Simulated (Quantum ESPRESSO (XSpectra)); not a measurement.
# The core hole at the O K edge of PbSO3 (P2₁/m)

```xyz
10
Lattice="4.5656 0.0000 0.0000 0.0000 5.4075 0.0000 -1.8541 0.0000 6.2382" Properties=species:S:1:pos:R:3 pbc="T T T"
Pb     0.2968     1.3519     4.4836
Pb     2.4147     4.0556     1.7546
S      2.6416     4.0556     5.1419
S      0.0699     1.3519     1.0964
O      0.2974     0.1350     2.0406
O      2.4141     5.2724     4.1977
O      2.4141     2.8388     4.1977
O      0.2974     2.5687     2.0406
O      3.1157     1.3519     0.8326
O     -0.4042     4.0556     5.4057
```

Geometry: Materials Project entry mp-21190 (a computed structure). The cell is the entry's, not relaxed again.

Absorber: atom 5, O on Wyckoff site f (site symmetry 1), with 1 S at 1.56 Å.

All values are from Quantum ESPRESSO (XSpectra) (LDA, no, half or full core hole, dipole K-edge X-ray absorption, plane waves, Troullier-Martins potentials made with ld1.x and PseudoDojo potentials for the other elements (Perdew-Zunger form enforced), scalar-relativistic, no spin, constant broadening).

Full-hole run: 30-atom cell (absorber images 7.1 Å apart), 70 Ry, k meshes 2×2×2 (SCF) and 4×3×3 (spectrum), Lorentzian half width 0.5 eV. The ground-state test found a gap, so occupations are fixed and the excited electron is left out (charged cell on a uniform background); energies count from the highest occupied level. Field directions run: x; y; z, weighted by the site's symmetry in the crystal. Intensities are scaled to a mean of 1 over 0–35 eV.

The half-hole run shares these settings; the run without a hole takes the primitive cell with a 5×4×4 mesh.

```tsv
core hole	mean 0–10 eV	mean 10–20 eV	mean 20–30 eV	highest value below 30 eV
none (primitive cell)	1.12	1.10	0.87	2.2
half	1.17	1.05	0.87	2.4
full	1.19	1.03	0.87	2.7
```

From no hole to a full hole the mean over the first 10 eV goes from 1.12 through 1.17 to 1.19. For scale, a 60-atom cell moves the full-hole means to 1.20, 1.03, 0.87. Each run counts from its own energy zero.
